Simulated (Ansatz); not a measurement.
Ansatz input file:

```yaml
crystal:
  lattice:
    - [5.5424586377, 0.0, 0.0]
    - [-2.7712293188, 4.7999099797, 0.0]
    - [0.0, 0.0, 4.4450774127]
  atoms:
    - { symbol: K, position: [0.3333333333, 0.6666666667, 0.7043668557] }
    - { symbol: K, position: [0.6666666667, 0.3333333333, 0.2956331443] }
    - { symbol: Ti, position: [0.0, 0.0, 0.0] }
    - { symbol: F, position: [0.160698348, 0.839301652, 0.2317078598] }
    - { symbol: F, position: [0.160698348, 0.321396696, 0.2317078598] }
    - { symbol: F, position: [0.678603304, 0.839301652, 0.2317078598] }
    - { symbol: F, position: [0.839301652, 0.160698348, 0.7682921402] }
    - { symbol: F, position: [0.321396696, 0.160698348, 0.7682921402] }
    - { symbol: F, position: [0.839301652, 0.678603304, 0.7682921402] }
basis:
  ecutwfc: 420
kpoints:
  mp_grid: { grid: [6, 6, 6] }
hamiltonian:
  xc: lda
scf:
  occupations: { method: gaussian, width: 0.02 }
  n_extra_bands: 36
output:
  forces: false
  stress: false
  eigenvalues: true
  optics: { e_range: [0, 14], sigma: 0.1, nscf_kmesh: { grid: [9, 9, 9] } }
checkpoint:
  read: start.run
  write: ck
  compress: false
  write_wavefunctions: false
  write_every: 100000
```

Run as
```bash
ansatz run input.yaml --threads 2 --pin off --max-ram 5120MiB --backend cpu --events-out ev --progress --plain --runs-dir out
```

The calculation used Ansatz, DFT LDA, scalar-relativistic, plane waves, PAW.

From the run's log, abridged:

```
scf.n_extra_bands = 36 over 36 filled bands (N_el = 72.0): the run solves 72 bands
Pseudopotentials: kind: paw
Pseudopotential: K, paw, valence charge 9, recommended cutoff 420 eV (normal)
Pseudopotential: Ti, paw, valence charge 12, recommended cutoff 420 eV (normal)
Pseudopotential: F, paw, valence charge 7, recommended cutoff 420 eV (normal)
Functional definition: SPW92
Crystal: 9 atoms, lattice volume = 118.254 Å³
Basis set: ecut = 420 eV, 2331 PW (Γ)
Bands: 72, of which v1, the nominal top of the filled ones, is band 36 counted from 1 (35 counted from 0)
Symmetry: 12 space group operations
Space group: P-3m1 (ITA 164), of the structure as read, at distance tolerance 4.9e-5 Å
k-points: 34 of 216
Initial density: read from a saved state, or passed on in memory by an earlier SCF of this step, an earlier step, the calling program or the single point that the run made first
Stability of the state it starts from, as read at its close in the unpolarized treatment: not read negative (Ritz values of 1 − χ₀K, real part plus size of imaginary part, from 1.0 to 1.7, by its mixing steps under the symmetry group of the SCF that read it)
Initial wavefunctions: pseudopotential atomic-orbital guess
Functional: x = slater, c = lda
SCF iter   1: F=—  HF=-10218.359466 eV  |F-HF|=—  |Δ(HF+E_count)|=         —  Δρ=3.10e-6  dr2=9.14e-9  ethr=9.82e-8  ⟨swp⟩=7.1  Hψ=18157  notcnv=0  defer=2
SCF iter   2: F=—  HF=-10218.359466 eV  |F-HF|=—  |Δ(HF+E_count)|=   3.25e-7  Δρ=1.79e-6  dr2=2.94e-9  ethr=1.27e-11  ⟨swp⟩=3.0  Hψ=4129  notcnv=0  defer=1
SCF iter   3: F=—  HF=-10218.359466 eV  |F-HF|=—  |Δ(HF+E_count)|=   3.24e-9  Δρ=5.67e-7  dr2=2.65e-10  ethr=4.09e-12  ⟨swp⟩=2.5  Hψ=3366  notcnv=0  defer=1
SCF iter   4: F=—  HF=-10218.359466 eV  |F-HF|=—  |Δ(HF+E_count)|=  3.09e-11  Δρ=1.73e-7  dr2=4.06e-11  ethr=1.00e-12  ⟨swp⟩=1.2  Hψ=2279  notcnv=0  defer=1
SCF iter   5: F=—  HF=-10218.359466 eV  |F-HF|=—  |Δ(HF+E_count)|=  1.82e-12  Δρ=1.55e-7  dr2=2.91e-11  ethr=1.00e-12  ⟨swp⟩=6.1  Hψ=6135  notcnv=0
SCF iter   6: F=-10218.359466 eV  HF=-10218.359466 eV  |F-HF|=3.64e-12  |Δ(HF+E_count)|=  3.64e-12  Δρ=8.42e-8  dr2=5.15e-12  ethr=1.00e-12  ⟨swp⟩=1.2  Hψ=4856  notcnv=0
SCF 1 converged in 6 iterations: F = -10218.359466 eV  dr2 = 5.15e-12
SCF converged after 6 iterations
Free energy (F): -10218.359466 eV
Harris-Foulkes:  -10218.359466 eV  (|F-HF|=3.64e-12)
Internal energy: -10218.359466 eV  (E = F + TS)
E sigma→0 (E₀):  -10218.359466 eV
Fermi energy:    4.788749 eV
--- Per-component energies (eV) ---
  E_band       = -615.387868
  E_kinetic    = 2013.407808
  E_local      = -5683.797339  (includes V_loc(G=0)·N_el)
  E_nonlocal   = 489.900694
  E_hartree    = 2126.015635
  E_xc         = -833.165297
  E_vxc        = -1057.873187  (∫ρ·V_xc dr)
  E_paw        = -3605.754028  (= ΣΔE_a)
  E_vpaw       = -629.069296  (= ΣTr[D̂ρ^β])
  E_aug_tail   = 0.012193  (compensation charges beyond the density's cutoff)
  E_ewald      = -4726.499593
  E_core_change = 1.520461  (= ΣΔE_core)
  E_smearing   =  0.000000  (= −TS)
--- Band table (eV; the first three rows and the last of 34) ---
  k-point 0: bands = ["-52.1503", "-28.8952", "-28.8952", "-28.8392", "-22.5258", "-22.4248", "-17.5938", "-17.0867", "-17.0867", "-16.7713", "-16.7713", "-16.7054", "-6.4537", "-6.4537", "-6.3382", "-6.1458", "-6.1458", "-6.0937", "-0.6757", "-0.4243", "-0.3071", "-0.3071", "0.0192", "0.0192", "0.3619", "0.6328", "0.6328", "1.1714", "1.1714", "1.4308", "1.9570", "1.9570", "2.1195", "2.1271", "2.1271", "2.2612", "7.3125", "7.3761", "7.3761", "10.4337", "10.4337", "10.6468", "13.8329", "13.9514", "13.9514", "14.3268", "14.3268", "14.3413", "14.3413", "15.1585", "16.3024", "16.3024", "16.6687", "17.7876", "18.4911", "18.4911", "18.6558", "20.5931", "20.5931", "22.0189", "22.7588", "23.1375", " ...
  k-point 1: bands = ["-52.1503", "-28.8949", "-28.8949", "-28.8405", "-22.5170", "-22.4270", "-17.5708", "-17.1116", "-17.1116", "-16.7471", "-16.7439", "-16.7439", "-6.4458", "-6.4458", "-6.3117", "-6.1748", "-6.1748", "-6.1138", "-0.5547", "-0.4356", "-0.3216", "-0.3216", "-0.0813", "-0.0813", "0.4388", "0.6288", "0.6288", "1.3226", "1.3226", "1.4711", "1.8714", "1.9384", "1.9384", "2.1875", "2.1875", "2.2156", "7.3358", "7.3744", "7.3744", "10.4252", "10.4252", "11.0042", "13.5118", "13.5118", "13.8791", "14.0383", "14.0383", "15.0924", "15.0924", "15.2541", "16.2682", "16.2682", "16.4232", "17.6150", "18.6862", "18.7035", "18.7035", "20.4944", "20.4944", "21.5871", "22.2327", "22.5614", ...
  k-point 2: bands = ["-52.1503", "-28.8944", "-28.8944", "-28.8431", "-22.4967", "-22.4340", "-17.5168", "-17.1528", "-17.1528", "-16.8383", "-16.6980", "-16.6980", "-6.4206", "-6.4206", "-6.2582", "-6.2420", "-6.2420", "-6.1551", "-0.4096", "-0.3533", "-0.3533", "-0.2196", "-0.2196", "-0.2140", "0.4973", "0.5794", "0.5794", "1.3432", "1.5715", "1.6631", "1.6631", "1.9150", "1.9150", "2.1042", "2.2369", "2.2369", "7.3723", "7.3723", "7.3786", "10.3915", "10.3915", "11.9088", "13.1867", "13.1867", "13.7589", "13.7717", "13.7717", "15.4433", "15.7581", "15.7581", "16.0840", "16.2234", "16.2234", "17.2133", "18.7742", "19.0967", "19.0967", "20.2966", "20.2966", "20.3502", "21.5006", "22.2189", ...
  k-point 33: bands = ["-52.1502", "-28.8947", "-28.8947", "-28.8439", "-22.4566", "-22.4566", "-17.3609", "-17.2431", "-17.2431", "-16.7926", "-16.7475", "-16.7475", "-6.3111", "-6.3111", "-6.2923", "-6.1379", "-6.1298", "-6.1298", "-0.6950", "-0.6950", "-0.2357", "-0.2357", "0.0115", "0.4317", "0.4317", "0.5595", "0.5829", "1.2927", "1.3819", "1.4197", "1.4197", "1.7255", "1.8205", "1.8205", "2.1065", "2.1065", "7.4179", "7.4179", "7.5354", "10.2133", "10.2133", "13.8900", "13.8900", "13.9538", "13.9950", "14.4906", "14.4906", "14.6833", "15.4735", "15.8472", "15.8472", "16.8536", "16.8536", "17.0832", "17.0832", "17.1617", "19.1303", "19.6737", "20.5729", "20.5729", "21.5287", "21.5287",  ...
```

Self-consistency was reached.

The run took 100 s on 2 threads of Intel(R) Xeon(R) 6975P-C (Granite Rapids) (shared host), peak memory 2.6 GiB.

The run starts from the saved density of an earlier one, so iterations and time are fewer than from atoms.